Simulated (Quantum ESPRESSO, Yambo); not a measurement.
At a photon energy of 7.38 eV, RPA with local fields on PBEsol bands shifted by a G0W0 scissor of 1.02 eV (Quantum ESPRESSO and Yambo; 15×15×8 mesh, 31 bands, 4 Ry local-field block, 0.2 eV broadening) gives ε = 9.71 + 14.2i for SiC (2H, space group P6_3mc, No. 186), field along x. Axes are Cartesian, with cell vectors (Å) (3.08, 0.00, 0.00), (-1.54, 2.66, 0.00), (0.00, 0.00, 5.05).

Problem. Work out n, κ, the normal-incidence reflectivity, the absorption coefficient and the penetration depth.

Solution. 
|ε| = 17.20; n = √((|ε| + ε1)/2) = 3.67, κ = √((|ε| − ε1)/2) = 1.94. R = ((n − 1)² + κ²)/((n + 1)² + κ²) = 0.43. α = 2Eκ/(ħc) with ħc = 197.327 eV nm: 0.1448 per nm = 14 × 10⁵ per cm, a 1/e depth of 6.9 nm. The computed direct gap is 4.88 eV, and the energy scale of the real crystal may differ from it. Excitonic effects are left out, and values at one energy depend on mesh and broadening. The scissor comes from a G0W0 run whose convergence isn't established. Convergence of the RPA response with its 15×15×8 mesh was not tested.

Geometry relaxed with PBEsol; primitive cell a = 3.0762 Å, b = 3.0762 Å, c = 5.0482 Å, α = 90.00°, β = 90.00°, γ = 120.00°.
